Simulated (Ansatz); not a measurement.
## Structure relaxation, SnSe

The start is a generated cell, SnSe placed in the AFLOW prototype AB_hP6_191_f_ad (B35, as in CoSn). The cell and all atomic positions are relaxed at zero pressure with r2SCAN (plane waves to 500 eV, PAW, scalar-relativistic; Ansatz, an electronic-structure program). First-step values are on the input's coarse k-mesh.

Ansatz input (later rounds restart from its end on a renewed k-mesh):
Ansatz 0.2 input:
```yaml
crystal:
  lattice:
    - [6.5137252, 0, 0]
    - [-3.2568626, 5.6410515, 0]
    - [0, 0, 5.2560173]
  atoms:
    - { symbol: Se, position: [0.5, 0, 0] }
    - { symbol: Se, position: [0.5, 0.5, 0] }
    - { symbol: Se, position: [0, 0.5, 0] }
    - { symbol: Sn, position: [0, 0, 0] }
    - { symbol: Sn, position: [0.33333333, 0.66666667, 0.5] }
    - { symbol: Sn, position: [0.66666667, 0.33333333, 0.5] }
basis: { ecutwfc: 500, ecutrho_ratio: 4, xc_grid: 4, fft_grid_basis: typed }
kpoints: { mp_grid: { grid: [4, 4, 5] } }
hamiltonian:
  xc: r2scan
  dispersion: none
  pseudopotentials: { azcp: { folder: ./paw }, kind: paw }
scf: { occupations: { method: fermi_dirac, width: 0.05 } }
relax: { f_tol: 0.01, max_steps: 100, cell: { stress_tol: 0.02 } }
output: { forces: true, stress: true }
```

```yaml
initial_pressure: "-4 GPa (negative: the cell is under tension)"
outcome: The space group stays P6/mmm (No. 191) (the run could not lower it), with 6 atoms in the primitive cell
energy_released: 0.42 to 0.44 eV/atom (the two k-meshes of the run give this range)
volume_change: -8.6 %, from 32.19 to 29.43 Å³/atom
Shortest distances (start → end): "The closest pairs of elements (up to four, under 3.6 Å), start → end: Se–Sn 3.23 → 2.84 Å; Se–Se 3.26 → 3.67 Å"
band_gap_at_the_end: zero (metallic)
optimiser_moves: 13
```

It ends as:

```cif
data_Se3Sn3
_chemical_formula_sum 'Se3 Sn3'
_space_group_name_H-M_alt 'P6/mmm'
_space_group_IT_number 191
_space_group_name_Hall '-P 6 2'
_cell_length_a 7.33393
_cell_length_b 7.33393
_cell_length_c 3.79023
_cell_angle_alpha 90.000
_cell_angle_beta 90.000
_cell_angle_gamma 120.000
loop_
_atom_site_label
_atom_site_type_symbol
_atom_site_symmetry_multiplicity
_atom_site_Wyckoff_symbol
_atom_site_fract_x
_atom_site_fract_y
_atom_site_fract_z
_atom_site_occupancy
Se1 Se 3 f 0.00000 0.50000 0.00000 1
Sn1 Sn 1 a 0.00000 0.00000 0.00000 1
Sn2 Sn 2 d 0.33333 0.66667 0.50000 1
```

Final values are on a 8×8×12 k-mesh of the relaxed cell. No spin polarisation in the result.

The run could not lose the symmetry of its start: the end is stationary, and may be a saddle point rather than a minimum.

All atoms sit on sites fixed by symmetry, so only the cell could relax.

The relaxed structure here is a generated cell of SnSe: the first start was made by placing the elements on the sites of a structure type, and the end was not matched to a known phase here, so it may be hypothetical. Known forms of SnSe include space group No. 62.
